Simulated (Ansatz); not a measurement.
## 25Mg fingerprints of the forms of La2MgSe4

Method: Kohn–Sham DFT in Ansatz, r2SCAN, plane waves and PAW, scalar-relativistic, 500 eV cutoff. Q(25Mg) = 199.4 mb, I = 5/2. The cells come from the Materials Project (computed, not necessarily observed phases), with the atoms as given. Forces reach 0.2 eV/Å in them. Spin–orbit coupling is left out, which moves gradients at and beside heavy atoms (La) by some per cent and at some sites by far more.

Problem. A calculated 25Mg parameter set reads: |C_Q| = 9.38 MHz, η = 0.00. Which structure does it belong to?
A.
La2MgSe4
Space group Pnma (No. 62); a = 14.8961, b = 8.7456, c = 6.9736 Å.

| site | Wyckoff | site symmetry | x | y | z |
| --- | --- | --- | --- | --- | --- |
| La1 | 4b | -1 | 0.0000 | 0.0000 | 0.5000 |
| La5 | 4c | .m. | 0.7681 | 0.7500 | 0.0007 |
| Mg | 4c | .m. | 0.9073 | 0.2500 | 0.9183 |
| Se13 | 8d | 1 | 0.8319 | 0.0176 | 0.7493 |
| Se21 | 4c | .m. | 0.9336 | 0.7500 | 0.2421 |
| Se25 | 4c | .m. | 0.9068 | 0.2500 | 0.2838 |
B.
La2MgSe4
```cif
data_La2MgSe4
_symmetry_space_group_name_H-M 'Fd-3m:1'
_symmetry_Int_Tables_number 227
_cell_length_a 12.1525
_cell_length_b 12.1525
_cell_length_c 12.1525
_cell_angle_alpha 90.000
_cell_angle_beta 90.000
_cell_angle_gamma 90.000
loop_
_atom_site_label
_atom_site_type_symbol
_atom_site_symmetry_multiplicity
_atom_site_Wyckoff_symbol
_atom_site_fract_x
_atom_site_fract_y
_atom_site_fract_z
La La 16 d 0.3750 0.1250 0.8750
Mg Mg 8 a 0.5000 0.5000 0.0000
Se Se 32 e 0.8768 0.8768 0.3768
```
C.
La2MgSe4
Space group I-42d (No. 122); a = 8.8251, c = 9.3688 Å.

```
site  Wyckoff  site symmetry       x       y       z
  La       8d            .2.  0.1327  0.2500  0.6250
  Mg       4a           -4..  0.0000  0.0000  0.0000
  Se      16e              1  0.0683  0.1993  0.3070
```

Solution. C. La2MgSe4 in I-42d gives |C_Q| = 9.38 MHz, η = 0.00; there Mg has 4 Se at 2.77 Å. La2MgSe4 in Pnma gives |C_Q| = 2.64 MHz, η = 0.65; there Mg has 4 Se at 2.55–2.62 Å. La2MgSe4 in Fd-3m gives no gradient; there Mg has 4 Se at 2.67 Å.
